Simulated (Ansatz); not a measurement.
Ansatz (a first-principles code) input:

Ansatz 0.2 input:
```yaml
crystal:
  lattice:
    - [0.0, 2.1607533912, 2.1607533912]
    - [2.1607533912, 0.0, 2.1607533912]
    - [2.1607533912, 2.1607533912, 0.0]
  atoms:
    - { symbol: Li, position: [0.0, 0.0, 0.0] }
kpoints:
  mp_grid: { grid: [20, 20, 20] }
hamiltonian:
  xc: pbesol
  pseudopotentials: { kind: paw }
scf:
  occupations: { method: fermi_dirac, width: 0.1 }
phonons:
  method: dfpt
  response_accuracy: low
  qmesh: [5, 5, 5]
  interpolated_qmesh: [21, 21, 21]
  dielectric: false
  rigid_motions: translations
  temperatures: { t_max: 1000, t_step: 50 }
  qpath:
    path:
      - [[0.0, 0.0, 0.0], [0.5, 0.0, 0.5], [0.625, 0.25, 0.625]]  # Γ-X-U
      - [[0.375, 0.375, 0.75], [0.0, 0.0, 0.0], [0.5, 0.5, 0.5], [0.5, 0.25, 0.75], [0.5, 0.0, 0.5]]  # K-Γ-L-W-X
    npoints: 13
```

Output (shortened):

```
Pseudopotentials: kind: paw
Pseudopotential: Li, paw, valence charge 3
Functional definition: PBEsol
Crystal: 1 atoms, lattice volume = 20.176 Å³
Basis set: ecut = 420 eV, 411 PW (Γ), exchange–correlation on 48×48×48 points (8 copies of the dense FFT grid, shifted against one another)
Bands: 6, of which v1, the nominal top of the filled ones, is band 2 counted from 1 (1 counted from 0)
Symmetry: 48 space group operations
k-points: 256 of 8000
Initial wavefunctions: pseudopotential atomic-orbital guess
Eigensolver: davidson
Functional: x = pbesol(κ = 0.804, μ = 0.12345679012345678), c = pbesol(β = 0.046)
SCF iter   1: F=—  HF=-203.008208 eV  |F-HF|=—  |Δ(HF+E_count)|=         —  Δρ=1.46e-3  dr2=1.34e-4  ethr=1.77e-3  ⟨swp⟩=4.1  Hψ=11707  notcnv=0
all-band conjugate gradients solve this SCF's bands
preconditioner: auto → none
SCF iter   2: F=—  HF=-203.007723 eV  |F-HF|=—  |Δ(HF+E_count)|=   4.85e-4  Δρ=5.66e-4  dr2=1.99e-5  ethr=4.48e-6  ⟨swp⟩=2.2  Hψ=3891  notcnv=0
SCF iter   3: F=—  HF=-203.007640 eV  |F-HF|=—  |Δ(HF+E_count)|=   8.28e-5  Δρ=2.33e-5  dr2=9.18e-8  ethr=6.64e-7  ⟨swp⟩=2.0  Hψ=1935  notcnv=0
SCF iter   4: F=—  HF=-203.007640 eV  |F-HF|=—  |Δ(HF+E_count)|=   3.34e-7  Δρ=1.81e-6  dr2=5.40e-10  ethr=3.06e-9  ⟨swp⟩=2.0  Hψ=1898  notcnv=0
iter 5 did not close the SCF: its close was put off for the readings that it lacked (scf_convergence_deferred on its scf_iter line)
SCF iter   5: F=-203.007640 eV  HF=-203.007640 eV  |F-HF|=5.68e-14  |Δ(HF+E_count)|=  4.17e-11  Δρ=1.84e-8  dr2=2.94e-14  ethr=1.80e-11  ⟨swp⟩=2.2  Hψ=1845  notcnv=0
SCF iter   6: F=-203.007640 eV  HF=-203.007640 eV  |F-HF|=2.84e-14  |Δ(HF+E_count)|=  1.99e-13  Δρ=9.97e-10  dr2=1.46e-16  ethr=1.00e-12  ⟨swp⟩=2.5  Hψ=4419  notcnv=0
SCF 1 converged in 6 iterations: F = -203.007640 eV  dr2 = 1.46e-16
NSCF: frozen V_eff on 256 k-points
NSCF: frozen V_eff on 641 k-points
DFPT response loops at q = (0, 0, 0) (fractional): preconditioner auto → Kerker (q_TF=auto, 1.986 Å⁻¹) (partly filled bands, converged f_vac=0.000) …
NSCF: frozen V_eff on 8400 k-points
DFPT response loops at q = (0, 0, 0.2) (fractional): mixed as the last ones told, above
NSCF: frozen V_eff on 8400 k-points
DFPT response loops at q = (0, 0, 0.4) (fractional): mixed as the last ones told, above
NSCF: frozen V_eff on 4420 k-points
DFPT response loops at q = (0, 0.2, 0.2) (fractional): mixed as the last ones told, above
NSCF: frozen V_eff on 16000 k-points
DFPT response loops at q = (0, 0.2, 0.4) (fractional): mixed as the last ones told, above
NSCF: frozen V_eff on 16000 k-points
DFPT response loops at q = (0, 0.2, -0.4) (fractional): mixed as the last ones told, above
NSCF: frozen V_eff on 8400 k-points
DFPT response loops at q = (0, 0.2, -0.19999999999999996) (fractional): mixed as the last ones told, above
NSCF: frozen V_eff on 4420 k-points
DFPT response loops at q = (0, 0.4, 0.4) (fractional): mixed as the last ones told, above
NSCF: frozen V_eff on 8400 k-points
DFPT response loops at q = (0, 0.4, -0.4) (fractional): mixed as the last ones told, above
NSCF: frozen V_eff on 8400 k-points
DFPT response loops at q = (0.2, 0.4, -0.4) (fractional): mixed as the last ones told, above
WARN: on the 21×21×21 q-mesh 1 entry of the irreducible table, 1.296e-3 modes per cell, the lowest at -3.28 cm⁻¹, stands at or below zero and is read as no …
SCF converged after 6 iterations
Free energy (F): -203.007640 eV
Harris-Foulkes:  -203.007640 eV  (|F-HF|=2.84e-14)
Internal energy: -202.991903 eV  (E = F + TS)
E sigma→0 (E₀):  -202.999771 eV
Entropy (-TS):   -0.015737 eV (-15.737 meV/atom)
Fermi energy:    1.033896 eV
--- Per-component energies (eV) ---
  E_band       = -90.095185
  E_kinetic    = 21.192222
  E_local      = -131.839500  (includes V_loc(G=0)·N_el)
  E_nonlocal   = -33.195718
  E_hartree    = 39.086454
  E_xc         = -9.898010
  E_vxc        = -12.815325  (∫ρ·V_xc dr)
  E_paw        = -19.590099  (= ΣΔE_a)
  E_vpaw       = -11.609780  (= ΣTr[D̂ρ^β])
  E_aug_tail   = 0.000008  (compensation charges beyond the density's cutoff)
  E_ewald      = -68.747259
  E_smearing   = -0.015737  (= −TS)
  E_closure    = 0.000000  (closes the sum)
  Σ components = -203.007640   (vs F -203.007640, Δ=0.00e0)
  [band-id]    e_kinetic+e_local+e_nonlocal+2·e_hartree+e_vxc+e_vpaw+e_augmentation_tail = -90.095185   (vs E_band -90.095185, Δ=3.80e-8)
--- Band table (eV; the first three rows and the last of 256) ---
  k-point 0: bands = ["-44.8935", "-2.5343", "15.4974", "15.4974", "15.4974", "19.2920"]
  k-point 1: bands = ["-44.8931", "-2.4895", "14.9687", "15.3867", "15.3867", "18.7366"]
  k-point 2: bands = ["-44.8917", "-2.3552", "13.6853", "15.1167", "15.1167", "18.5238"]
  k-point 255: bands = ["-44.8679", "4.5444", "4.5444", "5.4388", "9.7966", "18.1821"]
  band table: 6 of 6 bands, residual norms ≤ 1.0e-3 eV
--- Phonons (Γ-DFPT): 1 representative perturbation + reference (Σ response iterations 3) ---
  ASR residual: 5.918e-6 → 0.000e0 eV/Å²; symmetrization residual: 5.768e-14 eV/Å²
  ASR residual per site (eV/Å²): 5.92e-6
  Γ frequencies (cm⁻¹): 0.00 0.00 0.00
  non-analytic LO–TO correction: not included (Born effective charges unavailable; polar crystals …
--- Phonons (arbitrary-q DFPT): 10 irreducible q on the 5×5×5 mesh ---
  q = [0.0000, 0.0000, 0.0000] (star 1, of the zone-centre solve; hermiticity 3.17e-9, symmetrization 9.61e-9):  0.00 0.00 0.00
  q = [0.0000, 0.0000, 0.2000] (star 8, 1 solved perturbation on 4200 of 8000 k-point pairs; hermiticity 6.17e-14, symmetrization 6.35e-13): 72.55 72.55 191.99
  q = [0.0000, 0.0000, 0.4000] (star 8, 1 solved perturbation on 4200 of 8000 k-point pairs; hermiticity 2.39e-14, symmetrization 2.88e-13): 119.60 119.60 305.98
  q = [0.0000, 0.2000, 0.2000] (star 6, 2 solved perturbations in 3420 linear systems a pass and spin channel, the states on 2210 of 8000 k-point pairs; hermiticity 1.52e-13, symmetrization 4.09e-13): 132.85 132.85 165.17
  q = [0.0000, 0.2000, 0.4000] (star 24, 2 solved perturbations in 12200 linear systems a pass and spin channel, the states on 8000 of 8000 k-point pairs; hermiticity 1.78e-7, symmetrization 1.63e-13): 171.27 195.85 281.47
  q = [0.0000, 0.2000, -0.4000] (star 24, 2 solved perturbations in 12200 linear systems a pass and spin channel, the states on 8000 of 8000 k-point pairs; hermiticity 4.34e-7, symmetrization 1.12e-13): 148.57 236.28 312.79
  q = [0.0000, 0.2000, -0.2000] (star 12, 2 solved perturbations in 6410 linear systems a pass and spin channel, the states on 4200 of 8000 k-point pairs; hermiticity 1.15e-14, symmetrization 2.91e-13): 98.23 220.13 243.62
  q = [0.0000, 0.4000, 0.4000] (star 6, 2 solved perturbations in 3420 linear systems a pass and spin channel, the states on 2210 of 8000 k-point pairs; hermiticity 8.99e-14, symmetrization 1.07e-13): 229.12 229.12 322.42
  q = [0.0000, 0.4000, -0.4000] (star 12, 2 solved perturbations in 6410 linear systems a pass and spin channel, the states on 4200 of 8000 k-point pairs; hermiticity 6.56e-15, symmetrization 1.09e-13): 217.42 269.56 333.88
  q = [0.2000, 0.4000, -0.4000] (star 24, 3 solved perturbations on 4200 of 8000 k-point pairs; hermiticity 5.19e-7, symmetrization 9.54e-14): 210.08 285.34 307.35
  sum rule: each row above includes the acoustic sum rule's correction from the zone centre's row sums; it moved no ω² by more than (0.48 cm⁻¹)²
  mesh force constants: q→R imaginary residual 0.00e0; ASR residual 5.918e-6 → 0.000e0 eV/Å²; symmetrization residual 4.441e-16 eV/Å²
  interpolated dispersion: 80 rows × 3 modes
  density of states and harmonic sums: on the 21×21×21 q-mesh, interpolated from the force constants of a 5×5×5 supercell (no non-analytic term)
  largest difference from the sums on the solved wave vectors: F 5.26e-3 eV, S 7.19e-6 and C_V 1.93e-6 eV/K
  zero-point energy: 0.040985 eV/cell   skipped modes (ω ≤ 0): 4, of them read as no rigid motion or as one in doubt …
```

Cost: roughly 7 core-minutes on shared cores.

Space group Fm-3m (fcc (Cu type)). The workflow started from a Materials Project entry (that database holds measured and hypothetical structures alike); the Crystallography Open Database files this formula in space group No. 225, but the cells were not matched. It is not the phase usual at ambient conditions (space group No. 229). The cell was relaxed with PBEsol under the symmetry of its start. As this level gives no gap, phonon frequencies hold no LO–TO term and depend on the k-mesh and smearing (Fermi–Dirac, 0.1 eV here).

Potentials: the later of the program's two PAW sets.

Ansatz is a plane-wave DFT program.
